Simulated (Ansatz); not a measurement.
The start is a relaxed Y cell deformed by the Cartesian strain tensor (xx, yy, zz, yz, xz, xy) = (0.114, 0.049, -0.054, 0.013, 0.028, -0.021). A full variable-cell relaxation at zero pressure is run with r2SCAN (plane waves to 500 eV, PAW, scalar-relativistic; Ansatz, a program for electronic structure). The first steps use a coarse 10×10×6 k-mesh.

Initial structure:
```yaml
crystal:
  lattice:
    - [4.10239, -0.07733, 0.10127]
    - [-2.11817, 3.38414, -0.00918]
    - [0.15671, 0.07408, 5.39076]
  atoms:
    - { symbol: Y, position: [0.33333, 0.66667, 0.75000] }
    - { symbol: Y, position: [0.66667, 0.33333, 0.25000] }
```

```json
{
 "initial_pressure": "-3.3 GPa (negative: the cell is under tension)",
 "largest_initial_force": "0.18 eV/Å, on Y1, Y2 (atoms numbered as listed)",
 "energy_released": "0.14 eV/atom",
 "relative_to_the_parent": "It relaxes back to the parent, P6₃/mmc (No. 194)",
 "band_gap_at_the_end": "no gap (metallic)",
 "optimiser_moves": "6"
}
```

The end point of the relaxation:

```cif
data_Y2
_chemical_formula_sum 'Y2'
_space_group_name_H-M_alt 'P63/mmc'
_space_group_IT_number 194
_space_group_name_Hall '-P 6c 2c'
_cell_length_a 3.68256
_cell_length_b 3.68256
_cell_length_c 5.69847
_cell_angle_alpha 90.000
_cell_angle_beta 90.000
_cell_angle_gamma 120.000
loop_
_atom_site_label
_atom_site_type_symbol
_atom_site_symmetry_multiplicity
_atom_site_Wyckoff_symbol
_atom_site_fract_x
_atom_site_fract_y
_atom_site_fract_z
_atom_site_occupancy
Y1 Y 2 d 0.66667 0.33333 0.25000 1
```

Final values are on a 15×15×8 k-mesh of the relaxed cell. No spin polarisation in the result.

The run could not lose the symmetry of its start.
